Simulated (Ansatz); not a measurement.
Se (trigonal-Se type, space group P3_121)

```xyz
3
Lattice="4.5345 0.0000 0.0000 -2.2673 3.9270 0.0000 0.0000 0.0000 5.0415" Properties=species:S:1:pos:R:3 pbc="T T T"
Se     0.9892     0.0000     4.2012
Se    -0.4946     0.8566     0.8402
Se     1.7727     3.0704     2.5207
```

The slice is a (1 -1 0 0) plane (indices of the conventional cell) through the point (0.782, 0.782, 0.500) (fractional), spanned by u = [110] and v = [001] in vectors of this cell: u (4.53 Å) and v (5.04 Å, at 90° to u). It covers one period; positions are fractions (u, v).

Method: PBE (plane waves to 420 eV, PAW, scalar-relativistic; Ansatz, a quantum-chemistry and plane-wave program). k mesh 8×8×7. Inside the PAW spheres the values are not all-electron values, and peaks at nuclei hang on which shells count as valence. Se was relaxed with its symmetry unable to fall.

Task: Predict the map of the valence electron density on the slice.

Result: 
| v \ u | 0.00 | 0.16 | 0.32 | 0.48 | 0.64 | 0.80 | 0.96 |
|---|---|---|---|---|---|---|---|
| 0.93 | 1.2 | 0.0 | -0.7 | -1.2 | -1.2 | -0.3 | 1.0 |
| 0.86 | 0.2 | -0.2 | -0.6 | -0.9 | -1.2 | -0.6 | 0.1 |
| 0.79 | -0.4 | -0.4 | -0.3 | -0.6 | -1.2 | -0.9 | -0.4 |
| 0.71 | -0.8 | -0.5 | -0.2 | -0.4 | -1.1 | -1.3 | -0.9 |
| 0.64 | -1.1 | -0.5 | -0.1 | -0.4 | -1.2 | -1.7 | -1.3 |
| 0.57 | -1.3 | -0.5 | -0.2 | -0.5 | -1.2 | -1.9 | -1.4 |
| 0.50 | -1.3 | -0.6 | -0.2 | -0.5 | -1.3 | -2.0 | -1.5 |
| 0.43 | -1.3 | -0.5 | -0.2 | -0.5 | -1.2 | -1.9 | -1.4 |
| 0.36 | -1.1 | -0.5 | -0.1 | -0.4 | -1.2 | -1.7 | -1.3 |
| 0.29 | -0.8 | -0.5 | -0.2 | -0.4 | -1.1 | -1.3 | -0.9 |
| 0.21 | -0.4 | -0.4 | -0.3 | -0.6 | -1.2 | -0.9 | -0.4 |
| 0.14 | 0.2 | -0.2 | -0.6 | -0.9 | -1.2 | -0.6 | 0.1 |
| 0.07 | 1.2 | 0.0 | -0.7 | -1.2 | -1.2 | -0.3 | 1.0 |
| 0.00 | 1.7 | 0.1 | -0.8 | -1.4 | -1.2 | -0.2 | 1.5 |

Values: log₁₀ of the valence density in e/Å³. The scale is logarithmic, as a density can span decades between atoms and voids.
